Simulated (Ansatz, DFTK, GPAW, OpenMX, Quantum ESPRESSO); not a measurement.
# The band gap of HPbNO4, sorted by core time

```xyz
7
Lattice="3.8571 0.0018 -0.0366 0.1735 4.3344 -0.0165 0.7580 0.8387 5.8766" Properties=species:S:1:pos:R:3 pbc="T T T"
H     2.6784    4.0493    1.1289
Pb    3.2640    2.7055    5.3570
N     3.1776    1.4531    2.9117
O     1.3252    2.6900    4.5562
O     2.9731    4.6255    2.8902
O     2.3661    4.0462    0.1903
O     3.3249    2.1006    1.8421
```

The cell comes from a database or a generator and needn't be the stable form of this composition.

| rung | level | program and potentials | cutoff (eV) | k mesh | smearing | core time | chip | band gap (eV) | notes |
| --- | --- | --- | --- | --- | --- | --- | --- | --- | --- |
| GGA | PW91 | GPAW, PAW data sets generated for this functional | 800 | 5 × 5 × 3 | fermi-dirac 0.05 | 5.6 min | Intel Xeon Platinum 8488C Sapphire Rapids | 0.27 | from the band path |
| GGA | RPBE | Ansatz, all-electron LAPW, scalar-relativistic | - | 5 × 4 × 4 | fermi-dirac 0.05 | 6.4 min | Intel Xeon 6975P-C Granite Rapids | 0.26 | - |
| GGA | PBEsol | Ansatz, all-electron LAPW, scalar-relativistic | - | 5 × 4 × 4 | fermi-dirac 0.05 | 7.1 min | Intel Xeon 6975P-C Granite Rapids | 0.26 | - |
| LDA | LDA | Quantum ESPRESSO, SG15 PBE 1.2 | 1197 | 4 × 4 × 3 | fermi-dirac 0.05 | 7.1 min | AMD EPYC 7R43 Zen 3 | 0.28 | potentials made for PBE; from the band path |
| LDA | LDA | Ansatz, all-electron LAPW, scalar-relativistic | - | 5 × 4 × 4 | fermi-dirac 0.05 | 7.4 min | Intel Xeon 6975P-C Granite Rapids | 0.27 | - |
| GGA | PBE | OpenMX, OpenMX 2013 PBE set, H7.0-s2p2d1, Pb8.0-s3p2d2f2, N6.0-s3p2d2, O6.0-s3p2d2, grid cutoff 500 Ry | - | 7 × 7 × 5 | fermi-dirac 0.05 | 8.1 min | Intel Xeon 6975P-C Granite Rapids | 0.31 | atomic basis; from the band path |
| GGA | BLYP | Quantum ESPRESSO, SG15 PBE 1.2 | 1197 | 4 × 4 × 3 | fermi-dirac 0.05 | 8.1 min | AMD EPYC 7R43 Zen 3 | 0.26 | potentials made for PBE; from the band path |
| GGA | RPBE | Quantum ESPRESSO, SG15 PBE 1.2 | 1197 | 4 × 4 × 3 | fermi-dirac 0.05 | 8.3 min | AMD EPYC 7R43 Zen 3 | 0.26 | potentials made for PBE; from the band path |
| GGA | BLYP | GPAW, PAW data sets generated for this functional | 800 | 5 × 5 × 3 | fermi-dirac 0.05 | 10 min | Intel Xeon Platinum 8375C Ice Lake | 0.26 | from the band path |
| GGA | PBE | Ansatz, all-electron LAPW, scalar-relativistic | - | 5 × 4 × 4 | fermi-dirac 0.05 | 10 min | Intel Xeon Platinum 8375C Ice Lake | 0.26 | - |
| GGA | PBEsol | GPAW, PAW data sets generated for this functional | 800 | 5 × 5 × 3 | fermi-dirac 0.05 | 10 min | Intel Xeon Platinum 8259CL Skylake/Cascade Lake | 0.27 | from the band path |
| meta-GGA | r2SCAN | GPAW, GPAW PAW data sets (gpaw-data 1.2.1) | 800 | 5 × 5 × 3 | fermi-dirac 0.05 | 13 min | Intel Xeon Platinum 8488C Sapphire Rapids | 0.28 | potentials made for PBE; from the band path |
| GGA | revPBE | Ansatz, all-electron LAPW, scalar-relativistic | - | 5 × 4 × 4 | fermi-dirac 0.05 | 14 min | Intel Xeon Platinum 8259CL Skylake/Cascade Lake | 0.26 | - |
| GGA | BLYP | Ansatz, all-electron LAPW, scalar-relativistic | - | 5 × 4 × 4 | fermi-dirac 0.05 | 15 min | AMD EPYC 7R43 Zen 3 | 0.26 | - |
| meta-GGA | TPSS | GPAW, GPAW PAW data sets (gpaw-data 1.2.1) | 800 | 5 × 5 × 3 | fermi-dirac 0.05 | 18 min | Intel Xeon Platinum 8488C Sapphire Rapids | 0.29 | potentials made for PBE; from the band path |
| GGA | PBE | DFTK, SPMS 1.0 (PBE) | 816 | 5 × 4 × 4 | fermi-dirac 0.05 | 50 min | AMD EPYC 7R43 Zen 3 | 0.25 | - |
| GGA | PBE | DFTK, SG15 1.2 (PBE) | 952 | 5 × 4 × 4 | fermi-dirac 0.05 | 56 min | AMD EPYC 7R43 Zen 3 | 0.26 | - |
| GGA | PBE | DFTK, PseudoDojo SR PBE 0.4.1 standard (PBE) | 1143 | 5 × 4 × 4 | fermi-dirac 0.05 | 74 min | AMD EPYC 7R43 Zen 3 | 0.25 | - |

Times are single runs on shared hosts and different chips, so they are rough; meshes, cutoffs and the tasks' sizes weigh on the time. Task: band structure. All rows: no spin polarisation. Gaps are the least found on the k mesh or the band path, and a mesh can miss the band edges. Smearing widths are in eV. Meshes differ between rows, which moves values too. All levels ran on this one cell, unrelaxed unless noted. Meshes are those of the run's cell of 7 atoms unless a note names another. Runs on faulty files, with rough fits or with known faults for this quantity aren't shown. No row holds spin-orbit coupling.

By rung: LDA 0.27 to 0.28; GGA 0.25 to 0.27; meta-GGA 0.28 to 0.29; GGA in atomic bases 0.31 (eV).
